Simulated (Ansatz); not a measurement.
Mn3SnN (anti-perovskite, Pm-3m), plane-wave PAW r²SCAN (Ansatz code), all energies at zero smearing, with the estimated change up to a 700 eV cutoff added, with one set of potentials and settings (totals compare only within such a set). Cell of 5 atoms (1 Sn, 3 Mn, 1 N): -18136.537 eV.

```tsv
element	reference phase	E (eV/atom)
Sn	Fd-3m, 2 atoms in the cell	-6038.6401
Mn	Cmcm, 4 atoms in the cell, spin-polarised	-3904.0010
N	Pa-3, 8 atoms in the cell	-384.8315
```

Formation energy per atom, worked out: (-18136.537 − 1×(-6038.6401) − 3×(-3904.0010) − 1×(-384.8315))/5 = -0.213 eV/atom (-21 kJ per mol of atoms), at 0 K, without zero-point energy or fitted corrections.

The workflow started from an entry of the Crystallography Open Database (COD). Its standing as an ambient phase is unchecked. The r²SCAN relaxation kept the symmetry of its start; its stability against distortions is not shown here. The final state is ferromagnetic, the only order run, not a proven ground state. The program gave a warning on the electronic state, which may not be the lowest. No Hubbard U is applied. The references are the lowest solids computed at this level, not always the standard phases (solids in place of the gases). The manganese reference at this level is a Cmcm phase, not α-Mn. Scalar-relativistic: spin–orbit coupling is off unless named, which matters more the heavier the elements.

Potentials: the later of the program's two PAW sets.
